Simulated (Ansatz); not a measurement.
LaRe: what a change of element does

Level of theory: DFT, PBE, scalar-relativistic, spin polarisation where moments were expected; plane waves to 420 eV with PAW datasets (Ansatz 0.2.0), Gaussian smearing of 0.05 eV.

LaRe was relaxed to zero pressure in the CsCl-type structure, built from a prototype.

Symmetry: Pm-3m, No. 221, cubic system. Conventional cell: a = 3.584 Å, b = 3.584 Å, c = 3.584 Å, α = 90.00°, β = 90.00°, γ = 90.00°. Around La (site symmetry m-3m) lie 8 Re at 3.10 Å. Re (site symmetry m-3m) is surrounded by 8 La at 3.10 Å. Neighbours are those within 15 % of a site's shortest distance, so a longer bond may be listed from one end only.

Results for LaRe: a (Å) 3.584, V (Å³/atom) 23.01, shortest unlike bond (Å) 3.10, gap (eV) metal, largest moment (μB) 0.00, moments none (spin off), B0 (GPa) 94, E_f (eV/atom) 0.85.

Q: All La is replaced by Gd and the cell relaxed again in the same space group. What comes out?

A: GdRe: a (Å) 3.460, V (Å³/atom) 20.70, shortest unlike bond (Å) 3.00, gap (eV) metal, largest moment (μB) 6.92, moments parallel, with small opposed ones on other atoms, B0 (GPa) 109, E_f (eV/atom) 0.59.

The volume changes by −10.0 %, or −3.5 % in mean length, and the shortest unlike bond by -0.10 Å. The bulk modulus goes from 93.7 to 108.7 GPa. The formation energy moves by -0.26 eV/atom: both cells lie above their elements, GdRe less far. From La to Gd the volume falls from 23.01 to 20.70 Å³/atom, 0.49 % in length per added proton. This is the lanthanide contraction: the added 4f electrons screen the growing nuclear charge poorly, so the outer shells shrink.

Whether LaRe and GdRe form in this structure isn't claimed. The magnetic order is the one that the runs kept or chose among a few; it needn't be the lowest. Without a U the 4f levels of Gd lie too near the Fermi level. The heavy elements are treated without spin–orbit coupling. E_f is the formation energy from the elements run alike, at 0 K, without zero-point energy; it is good to about 0.01 eV/atom as a calculation, less where an element has an open f shell.

All runs used the PAW datasets of the set soft_2.
